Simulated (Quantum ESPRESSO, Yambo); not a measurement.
For MgTiF6 (space group R-3, No. 148), Yambo gives the independent-particle static dielectric constant along x as 2.62 on PBEsol bands and 2.1 after a scissor of 4.70 eV widens every gap (4×4×4 mesh, 92 bands, 3 Ry local-field block, 0.2 eV broadening). Axes are Cartesian, with cell vectors (Å) (2.61, 1.51, 4.44), (-2.61, 1.51, 4.44), (0.00, -3.01, 4.44).

Q: A scissor keeps the position matrix elements. In a one-oscillator model, how does ε − 1 scale, and what mean transition energy do the two values imply?

A: Each transition adds |r|²/E to ε − 1, so ε − 1 ∝ 1/(E0 + Δ). Then (2.1 − 1)/(2.62 − 1) = E0/(E0 + Δ) = 0.679, and E0 = Δ(ε' − 1)/(ε − ε') = 9.9 eV. The computed Im ε, weighted by 1/E up to 20 eV, has its mean at 9.0 eV; the smallest direct PBEsol gap is 4.89 eV. The scissor comes from a G0W0 run whose convergence isn't established. Convergence of the RPA response with its 4×4×4 mesh was not tested.

Bands from Quantum ESPRESSO.

Geometry of the Materials Project entry, not relaxed at this level; primitive cell a = 5.369 Å, b = 5.369 Å, c = 5.369 Å, α = 58.13°, β = 58.13°, γ = 58.13°.

The structure is a Materials Project entry; no match was found in the copy of COD used, and its stability was not checked.
